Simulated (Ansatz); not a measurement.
Molecular dynamics on a 1×1×1 supercell (3 atoms) of WS2 (CdCl2 type), relaxed with r2SCAN+rVV10. Forces come from r2SCAN in Ansatz: constant energy and volume (NVE), velocities drawn at 800 K, steps of 3 fs. Classical nuclei, no spin polarisation; a few dozen steps show the first response, not equilibrium. The structure comes from a prototype and may be hypothetical.

```yaml
crystal:
  lattice:
    - [1.5985959938, 0.9229498273, 6.0871025276]
    - [-1.5985959938, 0.9229498273, 6.0871025276]
    - [0.0, -1.8458996547, 6.0871025276]
  atoms:
    - { symbol: W, position: [0.0, 0.0, 0.0] }
    - { symbol: S, position: [0.2477300233, 0.2477300233, 0.2477300233] }
    - { symbol: S, position: [0.7522699767, 0.7522699767, 0.7522699767] }
kpoints:
  mp_grid: { grid: [6, 6, 6] }
hamiltonian:
  xc: r2scan
scf:
  occupations: { method: fermi_dirac, width: 0.069 }
md:
  ensemble: nve
  temperature: 800
  timestep: 3.0
  n_steps: 30
  initial_velocities: maxwell_boltzmann
  seed: 9177
```

Command: `ansatz run input.yaml --threads 4 --pin off --max-ram 3686MiB --backend cpu --events-out ev --progress --plain --runs-dir out`. Wall time 3.3 min on 4 threads of Intel(R) Xeon(R) Processor @ 2.50GHz (Skylake/Cascade Lake) (shared host); peak host memory 0.67 GiB.

Problem. How do temperature and energy develop?

Solution. The temperature starts at 800 K, is lowest at step 8 (42 K, 24 fs) and ends at 463 K. The atoms start on their lattice sites with kinetic energy alone, so much of it first passes into potential energy. The conserved energy stays within 0.64 meV an atom. By the last step the atoms have moved 0.08 Å in the root mean square, the drift of the whole cell taken out, 0.10 Å at most.

| step | t (fs) | T (K) | free energy F from step 0 (meV/atom) | kinetic energy (meV/atom) | largest force (eV/Å) |
| --- | --- | --- | --- | --- | --- |
| 0 | 0 | 800 | 0.0 | 68.9 | 0.15 |
| 1 | 3 | 757 | 3.8 | 65.2 | 0.58 |
| 2 | 6 | 661 | 12.2 | 56.9 | 0.96 |
| 3 | 9 | 530 | 23.6 | 45.7 | 1.27 |
| 4 | 12 | 385 | 36.2 | 33.2 | 1.56 |
| 5 | 15 | 247 | 48.1 | 21.3 | 1.81 |
| 6 | 18 | 135 | 57.8 | 11.7 | 1.98 |
| 7 | 21 | 64 | 64.0 | 5.5 | 2.08 |
| 8 | 24 | 42 | 65.9 | 3.6 | 2.10 |
| 9 | 27 | 71 | 63.5 | 6.1 | 2.03 |
| 10 | 30 | 145 | 57.0 | 12.5 | 1.87 |
| 11 | 33 | 251 | 47.7 | 21.7 | 1.63 |
| 12 | 36 | 374 | 37.0 | 32.2 | 1.32 |
| 13 | 39 | 493 | 26.7 | 42.5 | 0.99 |
| 14 | 42 | 588 | 18.4 | 50.7 | 0.77 |
| 15 | 45 | 644 | 13.5 | 55.5 | 0.69 |
| 16 | 48 | 654 | 12.6 | 56.4 | 0.83 |
| 17 | 51 | 619 | 15.7 | 53.4 | 1.10 |
| 18 | 54 | 550 | 21.8 | 47.4 | 1.48 |
| 19 | 57 | 463 | 29.4 | 39.9 | 1.80 |
| 20 | 60 | 378 | 36.8 | 32.6 | 2.04 |
| 21 | 63 | 314 | 42.4 | 27.1 | 2.16 |
| 22 | 66 | 282 | 45.2 | 24.3 | 2.18 |
| 23 | 69 | 285 | 44.9 | 24.6 | 2.09 |
| 24 | 72 | 320 | 41.8 | 27.6 | 1.89 |
| 25 | 75 | 375 | 37.0 | 32.3 | 1.62 |
| 26 | 78 | 435 | 31.8 | 37.5 | 1.30 |
| 27 | 81 | 482 | 27.6 | 41.6 | 1.02 |
| 28 | 84 | 506 | 25.5 | 43.6 | 0.85 |
| 29 | 87 | 499 | 26.1 | 43.0 | 0.88 |
| 30 | 90 | 463 | 29.3 | 39.9 | 0.88 |

Positions (Å) and forces (eV/Å) at step 30:
```
W   -0.010   0.002   0.003     0.377  -0.099  -0.403
S   -0.029  -0.072   4.501     0.305   0.654   0.488
S    0.088   0.061  13.741    -0.682  -0.555  -0.085
```

Where bands overlap the cell is a metal at that level, and these k meshes limit energies, forces and stress. Overlaps of a few tenths of an eV in semilocal functionals can be an artefact that a hybrid or GW lifts.
